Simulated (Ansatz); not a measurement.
Relaxed-ion elastic tensor of BaTiO₃ in space group R3m (No. 160; Ba on 3a, Ti on 3a, O on 9b) in GPa (Voigt order), LDA in the plane-wave PAW code Ansatz; density 6.31 g/cm³, 12.28 Å³ per atom.

```tsv
	1	2	3	4	5	6
1	299	95.2	59.2	-43.0	0.0	0.0
2	95.2	299	59.2	43.0	0.0	0.0
3	59.2	59.2	292	0.0	0.0	0.0
4	-43.0	43.0	0.0	53.5	0.0	0.0
5	0.0	0.0	0.0	0.0	53.5	-43.0
6	0.0	0.0	0.0	0.0	-43.0	102
```

Q: Is the crystal mechanically stable?

A: Yes: the smallest eigenvalue of C is 28.4 GPa.

Q: Work out the Voigt, Reuss and Hill averages.

A: K_V = 146, K_R = 146, K_H = 146; G_V = 86.9, G_R = 53.0, G_H = 69.9 GPa.

Q: Give Young's modulus, Poisson's ratio, Pugh's ratio and the universal anisotropy index.

A: E = 9KG/(3K + G) = 181 GPa; ν = 0.29; K/G = 2.09 (ductile by the Pugh limit of 1.75); A_U = 5G_V/G_R + K_V/K_R − 6 = 3.20.

Q: Estimate the sound speeds and the Debye temperature.

A: v_l = √((K + 4G/3)/ρ) = 6160 m/s, v_t = √(G/ρ) = 3330 m/s, mean 3720 m/s; Θ = (h/k)(3n/4πV)^(1/3) v_m = 480 K.

Q: Solve the Christoffel equation for the three sound speeds along x, y, z.

A: Eigenvalues of C_ijkl n_j n_l equal ρv² (piezoelectric stiffening left out). In km/s, slowest first: x 2.12, 4.49, 6.89; y 2.71, 4.02, 6.97; z 2.91, 2.91, 6.80.

Q: How much does each axis shrink under pressure?

A: Linear compressibilities β_i = Σ_j S_ij (j = 1 to 3): x 2.2, y 2.2, z 2.6 per TPa.

This is a known low-temperature phase of the composition, computed here at zero pressure and temperature. The LDA relaxation kept the symmetry of its start; of distortions, only those at the zone centre were tested. The run is not spin-polarised. Spin–orbit coupling is left out wherever it is not named.

Potentials: the earlier of the program's two PAW sets.
